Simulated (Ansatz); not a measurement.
La3InN:
```xyz
5
Lattice="5.1391 0.0000 0.0000 0.0000 5.1391 0.0000 0.0000 0.0000 5.1391" Properties=species:S:1:pos:R:3 pbc="T T T"
La     2.5695     2.5695     0.0000
La     0.0000     2.5695     2.5695
La     2.5695     0.0000     2.5695
N      2.5695     2.5695     2.5695
In     0.0000     0.0000     0.0000
```

Relaxed with r²SCAN.

**Question.** Map the electron localisation function on the plane through (0.000, 0.500, 0.500) spanned by u = [1, 0, 0] and v = [0, 1, 1] in lattice vectors, from r²SCAN (plane waves, PAW; program Ansatz).

**Answer.** x is the fraction of u, y of v (the angle between them is 90°; rows are the nearest grid lines); atoms in the plane: La at (0.00, 0.00), N at (0.50, 0.00), In at (0.00, 0.50).
```
|  -%@%-:+@@#: :#@@+:-%@%-  |
|-+%@@#:.+%@@%#%@@%+.:#@@%+-|
|%@@@@+:.=#@@@@@@@#=.:+@@@@%|
|@@%*=...-+*#####*+-...=*%@@|
|++=-....:-==+++==-:....-=++|
|...::::::.........::::::...|
|---====-:..     ..:-====---|
|==++**++-:.     .:-++**++==|
|:::--++++=:.....:=++++--:::|
|---::-++++-:::::-++++-::---|
|  .:-:-+***+===+***+-:-:.  |
|   .-:-=****+++****=-:-.   |
|   .-:-=****+++****=-:-.   |
|  .:-:-+***+===+***+-:-:.  |
|---::-++++-:::::-++++-::---|
|:::--++++=:.....:=++++--:::|
|==++**++-:.     .:-++**++==|
|---====-:..     ..:-====---|
|...::::::.........::::::...|
|++=-....:-==+++==-:....-=++|
|@@%*=...-+*#####*+-...=*%@@|
|%@@@@+:.=#@@@@@@@#=.:+@@@@%|
|-+%@@#:.+%@@%#%@@%+.:#@@%+-|
|  -%@%-:+@@#: :#@@+:-%@%-  |
```
Scale: ten equal steps from 0.001 (start of ' ') to 0.851 (end of '@'), in the order ' .:-=+*#%@'; x runs from 0.000 to 1.00, y from 0.000 (bottom) to 1.00 (top).

The density is the valence pseudo-density with augmentation charge, so density and ELF within about 1 Å of a nucleus are not all-electron values.

Space group Pm-3m (anti-perovskite). The workflow started from an entry of the Crystallography Open Database (COD). Its standing as an ambient phase is unchecked. The cell was relaxed with r²SCAN under the symmetry of its start; its stability against distortions is not shown here. Scalar-relativistic: spin–orbit coupling is off unless named, which matters more the heavier the elements.

Potentials: the later of the program's two PAW sets.
